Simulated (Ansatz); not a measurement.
Structure relaxation, Ti

The start is a generated cell, Ti placed in the AFLOW prototype A_hR12_166_2h (as in B). A full variable-cell relaxation at zero pressure is run with PBE (plane waves to 420 eV, PAW, scalar-relativistic; Ansatz, a quantum-chemistry and plane-wave program). The first steps use a coarse 5×5×5 k-mesh.

Input geometry:
```yaml
crystal:
  lattice:
    - [3.29666, 1.90333, 5.62679]
    - [-3.29666, 1.90333, 5.62679]
    - [0.00000, -3.80665, 5.62679]
  atoms:
    - { symbol: Ti, position: [0.01040, 0.65729, 0.01040] }
    - { symbol: Ti, position: [0.01040, 0.01040, 0.65729] }
    - { symbol: Ti, position: [0.65729, 0.01040, 0.01040] }
    - { symbol: Ti, position: [0.98960, 0.34271, 0.98960] }
    - { symbol: Ti, position: [0.98960, 0.98960, 0.34271] }
    - { symbol: Ti, position: [0.34271, 0.98960, 0.98960] }
    - { symbol: Ti, position: [0.22060, 0.63230, 0.22060] }
    - { symbol: Ti, position: [0.22060, 0.22060, 0.63230] }
    - { symbol: Ti, position: [0.63230, 0.22060, 0.22060] }
    - { symbol: Ti, position: [0.77940, 0.36770, 0.77940] }
    - { symbol: Ti, position: [0.77940, 0.77940, 0.36770] }
    - { symbol: Ti, position: [0.36770, 0.77940, 0.77940] }
```

| Property | Value |
|---|---|
| Outcome | The space group stays R-3m (No. 166) (the run could not lower it), with 12 atoms in the primitive cell |
| Energy released | about 1.1 eV/atom |
| Volume change | +15.7 %, from 17.65 to 20.43 Å³/atom |
| Shortest distances (start → end) | The closest pairs of elements (up to four, under 3.6 Å), start → end: Ti–Ti 2.30 → 2.68 Å |
| Band gap at the end | no gap (metallic) |
| Optimiser moves | 33 |

The end point of the relaxation:

Space group R-3m, hexagonal axes (No. 166); a = 5.406 Å, b = 5.406 Å, c = 29.050 Å, α = 90.00°, β = 90.00°, γ = 120.00°

| atom | site | symmetry | x | y | z |
|---|---|---|---|---|---|
| Ti | 18h | .m | 0.3343 | 0.1671 | 0.1200 |
| Ti | 18h | .m | 0.1680 | 0.3360 | 0.0415 |
(The calculation used a cell of 12 atoms; values per cell refer to that cell.)

Final values are on a 8×8×8 k-mesh of the relaxed cell. The start holds a very short contact (Ti–Ti 2.30 Å). No spin polarisation in the result.

The run could not lose the symmetry of its start, so the end can be a saddle point.

The relaxed structure here is a generated cell of Ti: the first start was made by placing the elements on the sites of a structure type, and the end was not matched to a known phase here, so it may be hypothetical. Known forms of Ti include space group No. 194.
